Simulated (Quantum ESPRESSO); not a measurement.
```
NaTaO3
1.0
    5.47713     0.00000     0.00000
    0.00000     5.47713     0.00000
    0.00000     0.00000     3.95914
O Na Ta
6 2 2
Direct
  0.69662   0.19662   0.00000
  0.30338   0.80338   0.00000
  0.80338   0.69662   0.00000
  0.19662   0.30338   0.00000
  0.00000   0.00000   0.50000
  0.50000   0.50000   0.50000
  0.00000   0.50000   0.50000
  0.50000   0.00000   0.50000
  0.00000   0.00000   0.00000
  0.50000   0.50000   0.00000
```

The geometry is that of Materials Project entry mp-4675, symmetrised and not relaxed again.

Problem. What does LDA (Quantum ESPRESSO, PseudoDojo norm-conserving, 88 Ry, scalar-relativistic) give for the electronic structure near the Fermi level?

Solution. The LDA gap is indirect, 2.27 eV, from Z to Γ; the smallest direct gap is 2.68 eV. Without spin-orbit coupling, band edges of such heavy elements can be off by tenths of an eV.

This is not the ordinary phase of the substance.
